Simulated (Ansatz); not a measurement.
An Ansatz (a first-principles code) run. Input:

Ansatz 0.2 input:
```yaml
crystal:
  lattice:
    - [2.5192870656, 1.4545110655, 5.4723063416]
    - [-2.5192870656, 1.4545110655, 5.4723063416]
    - [0.0, -2.909022131, 5.4723063416]
  atoms:
    - { symbol: Ba, position: [0.0, 0.0, 0.0] }
    - { symbol: Ti, position: [0.5, 0.5, 0.5] }
    - { symbol: B, position: [0.2339026211, 0.2339026211, 0.2339026211] }
    - { symbol: B, position: [0.7660973789, 0.7660973789, 0.7660973789] }
    - { symbol: O, position: [0.3466972656, 0.4364615681, 0.9273395695] }
    - { symbol: O, position: [0.6533027344, 0.5635384319, 0.0726604305] }
    - { symbol: O, position: [0.9273395695, 0.3466972656, 0.4364615681] }
    - { symbol: O, position: [0.0726604305, 0.6533027344, 0.5635384319] }
    - { symbol: O, position: [0.4364615681, 0.9273395695, 0.3466972656] }
    - { symbol: O, position: [0.5635384319, 0.0726604305, 0.6533027344] }
kpoints:
  mp_grid: { grid: [4, 4, 4] }
hamiltonian:
  xc: hse06
  pseudopotentials: { kind: paw }
scf:
  n_extra_bands: 10
  occupations: { method: fixed }
output:
  eigenvalues: true
  eigenstates:
    e_range: [-9.0, 12.4]
    kpoints:
      - [0.5, 0.5, 0.5]  # VBM
      - [-0.010417, -0.010417, -0.010417]  # CBM
      - [0.0, 0.0, 0.0]  # GAMMA
      - [0.5, 0.5, 0.5]  # T
      - [0.5, 0.0, 0.0]  # L
      - [0.5, 0.0, 0.5]  # F
      - [0.356882308, -0.356882308, 0.0]  # S_0
      - [0.643117692, 0.0, 0.356882308]  # S_2
      - [0.5, -0.2137646159, 0.2137646159]  # H_0
      - [0.7862353841, 0.2137646159, 0.5]  # H_2
```

Output (shortened):

```
Pseudopotential: Ba, paw, valence charge 10
Pseudopotential: Ti, paw, valence charge 12
Pseudopotential: B, paw, valence charge 3
Pseudopotential: O, paw, valence charge 6
Functional definition: HSE06
davidson cushion auto → on  (no smearing: the cushion is to keep the highest requested band from converging to the state above it …
Crystal: 10 atoms, lattice volume = 120.314 Å³
Basis set: ecut = 420 eV, 2365 PW (Γ)
Bands: 42, of which v1, the nominal top of the filled ones, is band 32 counted from 1 (31 counted from 0)
Symmetry: 6 space group operations
Space group: R-3 (ITA 148), of the structure as read, at distance tolerance 4.9e-5 Å
k-points: 14 of 64
SCF iter   1: F=—  HF=-12178.930141 eV  |F-HF|=—  |Δ(HF+E_count)|=         —  Δρ=2.33e-3  dr2=2.02e-3  ethr=1.77e-3  ⟨swp⟩=9.9  Hψ=3114  notcnv=0
preconditioner: auto → none
SCF iter   2: F=—  HF=-12178.935826 eV  |F-HF|=—  |Δ(HF+E_count)|=   5.68e-3  Δρ=1.39e-3  dr2=1.27e-3  ethr=3.15e-6  ⟨swp⟩=5.9  Hψ=2513  notcnv=0
SCF iter   3: F=—  HF=-12178.936803 eV  |F-HF|=—  |Δ(HF+E_count)|=   9.77e-4  Δρ=1.29e-3  dr2=2.60e-3  ethr=1.98e-6  ⟨swp⟩=4.0  Hψ=1797  notcnv=0
iter 4 solved again at ethr=4.91e-8 eV; its pass at ethr=1.98e-6 eV (dr2=3.14e-5 eV) is discarded
SCF iter   4: F=-12178.936551 eV  HF=-12178.936551 eV  |F-HF|=5.33e-7  |Δ(HF+E_count)|=   2.52e-4  Δρ=2.12e-4  dr2=3.78e-5  ethr=4.91e-8  ⟨swp⟩=4.6  Hψ=3214  notcnv=0  defer=2
SCF 1 stopped early in 4 iterations: F = -12178.936551 eV  dr2 = 3.78e-5
Crystal: 10 atoms, lattice volume = 120.314 Å³
Exchange kernel: α = 0.2500, screened, ω = 0.2079 Å⁻¹, Wigner–Seitz truncation, v(0) = 1045.4548 eV·Å³, q-mesh 4×4×4, nearest image of the exchange supercell L …
Frozen-core exchange: fock
SCF iter   1: F=—  HF=-12183.007304 eV  |F-HF|=—  |Δ(HF+E_count)|=         —  Δρ=2.09e-2  dr2=8.52e-1  ethr=5.90e-7  ⟨swp⟩=9.6  Hψ=3758  notcnv=0
preconditioner: auto → none
SCF iter   2: F=—  HF=-12182.955545 eV  |F-HF|=—  |Δ(HF+E_count)|=   5.18e-2  Δρ=2.17e-2  dr2=8.46e-1  ethr=5.90e-7  ⟨swp⟩=8.0  Hψ=3466  notcnv=0
SCF iter   3: F=—  HF=-12182.793733 eV  |F-HF|=—  |Δ(HF+E_count)|=   1.62e-1  Δρ=4.10e-3  dr2=2.20e-2  ethr=5.90e-7  ⟨swp⟩=7.4  Hψ=3190  notcnv=0  defer=4
SCF iter   4: F=—  HF=-12182.825421 eV  |F-HF|=—  |Δ(HF+E_count)|=   3.17e-2  Δρ=1.72e-3  dr2=4.21e-3  ethr=5.90e-7  ⟨swp⟩=5.9  Hψ=2548  notcnv=0  defer=6
SCF iter   5: F=—  HF=-12182.824422 eV  |F-HF|=—  |Δ(HF+E_count)|=   9.99e-4  Δρ=6.32e-4  dr2=3.98e-4  ethr=5.90e-7  ⟨swp⟩=4.5  Hψ=2276  notcnv=0
SCF iter   6: F=—  HF=-12182.824926 eV  |F-HF|=—  |Δ(HF+E_count)|=   5.04e-4  Δρ=4.49e-4  dr2=2.63e-4  ethr=4.72e-7  ⟨swp⟩=4.2  Hψ=1528  notcnv=0  defer=4
SCF iter   7: F=-12182.824855 eV  HF=-12182.824866 eV  |F-HF|=1.03e-5  |Δ(HF+E_count)|=   6.04e-5  Δρ=1.10e-4  dr2=1.94e-5  ethr=3.65e-7  ⟨swp⟩=3.6  Hψ=1388  notcnv=0
SCF 2 stopped early in 7 iterations: F = -12182.824855 eV  dr2 = 1.94e-5
hybrid outer 1: dexx = +4.049e-2 eV, tail = 1.27e-4 eV
Crystal: 10 atoms, lattice volume = 120.314 Å³
Exchange kernel: α = 0.2500, screened, ω = 0.2079 Å⁻¹, Wigner–Seitz truncation, v(0) = 1045.4548 eV·Å³, q-mesh 4×4×4, nearest image of the exchange supercell L …
Frozen-core exchange: fock
SCF iter   1: F=—  HF=-12182.824160 eV  |F-HF|=—  |Δ(HF+E_count)|=         —  Δρ=7.87e-5  dr2=5.48e-6  ethr=9.91e-7  ⟨swp⟩=3.9  Hψ=1388  notcnv=0
preconditioner: auto → none
SCF iter   2: F=—  HF=-12182.824161 eV  |F-HF|=—  |Δ(HF+E_count)|=   2.95e-7  Δρ=3.56e-5  dr2=9.91e-7  ethr=7.80e-9  ⟨swp⟩=5.0  Hψ=2149  notcnv=0
SCF iter   3: F=—  HF=-12182.824163 eV  |F-HF|=—  |Δ(HF+E_count)|=   2.42e-6  Δρ=3.20e-5  dr2=1.71e-6  ethr=9.17e-10  ⟨swp⟩=5.9  Hψ=2070  notcnv=0  defer=2
SCF iter   4: F=—  HF=-12182.824163 eV  |F-HF|=—  |Δ(HF+E_count)|=   4.59e-7  Δρ=8.24e-6  dr2=1.70e-7  ethr=9.17e-10  ⟨swp⟩=4.4  Hψ=1790  notcnv=0
iter 5 solved again at ethr=8.64e-12 eV; its pass at ethr=1.95e-10 eV (dr2=5.53e-9 eV) is discarded
SCF iter   5: F=-12182.824163 eV  HF=-12182.824163 eV  |F-HF|=5.07e-9  |Δ(HF+E_count)|=   3.06e-8  Δρ=1.66e-6  dr2=6.97e-9  ethr=8.64e-12  ⟨swp⟩=3.9  Hψ=2846  notcnv=0
SCF 3 converged in 5 iterations: F = -12182.824163 eV  dr2 = 6.97e-9
hybrid outer 2: dexx = +2.054e-6 eV, tail = 4.56e-8 eV, Δε = 5.48e-3 eV (about 1.18e-4 eV left of the loop's levels)
NSCF: frozen V_eff on 10 k-points
hybrid SCF converged: 2 outer / 12 inner (+4 warm-up), last move |dexx| = 2.05e-6 eV, tail = 4.56e-8 eV
Stability not checked (fock_operator)
Free energy (F): -12182.824163 eV
Frozen-core exchange: fock
Harris-Foulkes:  -12182.824163 eV  (|F-HF|=5.07e-9)
Internal energy: -12182.824163 eV  (E = F + TS)
E sigma→0 (E₀):  -12182.824163 eV
Fermi energy:    5.523810 eV
--- Per-component energies (eV) ---
  E_band       = -455.599876
  E_kinetic    = 1604.697043
  E_local      = -4015.451638  (includes V_loc(G=0)·N_el)
  E_nonlocal   = 360.854541
  E_hartree    = 1521.906986
  E_xc         = -623.558867
  E_vxc        = -720.134504  (∫ρ·V_xc dr)
  E_exx        = -187.390695  (= α·E_x^exact, valence–valence)
  E_paw        = -7347.099649  (= ΣΔE_a)
  E_vpaw       = -354.609441  (= ΣTr[D̂ρ^β])
  E_aug_tail   = 0.015151  (compensation charges beyond the density's cutoff)
  E_ewald      = -3496.291797
  E_core_change = -0.505237  (= ΣΔE_core)
  E_smearing   =  0.000000  (= −TS)
  E_closure    =  0.000000  (closes the sum)
  Σ components = -12182.824163   (vs F -12182.824163, Δ=0.00e0)
  [band-id]    e_kinetic+e_local+e_nonlocal+2·e_hartree+e_vxc+2·e_exx+e_vpaw+e_augmentation_tail = -455.596266   (vs E_band -455.599876, Δ=3.61e-3)
--- Band table (eV; the first three rows and the last of 14) ---
  k-point 0: bands = ["-55.6385", "-30.2726", "-30.2107", "-30.2107", "-20.8876", "-15.2916", "-14.7486", "-13.5242", "-13.5242", "-13.2429", "-13.2429", "-5.1440", "-5.1440", "-5.0340", "-1.9163", "-1.2074", "-0.5577", "-0.5577", "-0.0748", "0.6740", …
  k-point 1: bands = ["-55.6385", "-30.2723", "-30.2116", "-30.2110", "-20.8730", "-15.1662", "-14.8188", "-13.5221", "-13.4935", "-13.4319", "-13.2658", "-5.1303", "-5.0945", "-5.0679", "-1.5695", "-1.3351", "-0.2757", "-0.1647", "0.2047", "0.4886", …
  k-point 2: bands = ["-55.6385", "-30.2720", "-30.2126", "-30.2113", "-20.8583", "-15.0311", "-14.8281", "-13.8299", "-13.5123", "-13.3355", "-13.2810", "-5.1891", "-5.0494", "-5.0101", "-1.5688", "-0.7563", "-0.4950", "-0.0040", "0.4093", "0.8193", …
  k-point 13: bands = ["-55.6385", "-30.2728", "-30.2107", "-30.2107", "-20.8811", "-15.3292", "-14.7339", "-13.4720", "-13.4720", "-13.2976", "-13.2976", "-5.1610", "-5.1610", "-4.9562", "-2.0503", "-1.1680", "-0.2852", "-0.2852", "0.3390", "0.3390", …
```

Cost: very roughly 5 core-minutes on shared cores.

The points marked VBM and CBM come from a semilocal run.

The workflow started from a Materials Project entry (that database holds measured and hypothetical structures alike); the Crystallography Open Database files this formula in space group No. 148, but the cells were not matched. Whether it is the stable phase at ambient conditions was not checked. The r²SCAN relaxation kept the symmetry of its start; whether a distortion lowers the energy is not shown. The run is not spin-polarised. Scalar-relativistic: spin–orbit coupling is off unless named, which matters more the heavier the elements.

Potentials: the later of the program's two PAW sets.

Ansatz is a plane-wave DFT program.
